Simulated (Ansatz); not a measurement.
Each is relaxed and computed with r²SCAN in the plane-wave PAW code Ansatz. Which is the only one with a gap?
(A) Cu3Sb, P6/mmm (Sb on 1a, Cu on 1b, Cu on 2c)
(B) Ti3CuC2, P6_3/mmc (Ti on 4f, Ti on 2a, Cu on 2b, C on 4f)
(C) Cu3Ge, Pmmn (Cu on 2b, Cu on 4e, Ge on 2a)
(D) CuO, Pmmn (Cu on 2a, O on 2b)

D, CuO, Pmmn (Cu on 2a, O on 2b). CuO: gap 0.45 eV (indirect); Cu3Ge: metal; Cu3Sb: metal; Ti3CuC2: metal. Spin orders computed, not proven ground states: CuO, Pmmn (Cu on 2a, O on 2b) antiferromagnetic. Typed or built starts, not in the databases checked: CuO, Pmmn (Cu on 2a, O on 2b); Cu3Sb, P6/mmm (Sb on 1a, Cu on 1b, Cu on 2c); Ti3CuC2, P6_3/mmc (Ti on 4f, Ti on 2a, Cu on 2b, C on 4f). Not the usual ambient phase: CuO, Pmmn (Cu on 2a, O on 2b). Standing as an ambient phase not checked: Cu3Ge, Pmmn (Cu on 2b, Cu on 4e, Ge on 2a). All cells were relaxed under the symmetry of their starts (and spin orders); stability against distortions was not tested throughout. Cells of antiferromagnets are given as chemical subcells. Rows with no word on spin ran without spin polarisation. No Hubbard U is applied. Scalar-relativistic: spin–orbit coupling is off unless named, which matters more the heavier the elements.

Potentials: the earlier of the program's two PAW sets.
